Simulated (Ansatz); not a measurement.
BN (rock salt), relaxed and computed with several functionals in Ansatz (plane waves, PAW). Much of their spread follows the volume that each gives.

```
functional  V (Å³/atom)  B₀ by P(V) fit (GPa)
----------  -----------  --------------------
LDA                5.18                     ?
HSE06              5.21                   425
PBEsol             5.28                   398
PBE                5.38                   379
r²SCAN             5.32                   396
```

Q: Fit a straight line to ln B₀ against ln V and predict the withheld value.

A: Least squares on the 4 shown rows: ln B₀ = -3.43 × ln V + (11.708), with a scatter of 1 %. For LDA this gives 431. The run itself gave 416, outside the scatter: the line misses something about this case.

Constructed cells (a structure type filled with these elements, in neither database checked): BN, rock salt. Not the usual ambient phase: BN, rock salt. Unstable at this level: BN, rock salt with LDA; BN, rock salt with PBEsol; BN, rock salt with PBE; BN, rock salt with r²SCAN. All cells were relaxed under the symmetry of their starts (and spin orders); stability against distortions was not tested throughout.

Potentials: the later of the program's two PAW sets.

Ansatz (a program for electronic structure) is a plane-wave DFT program.
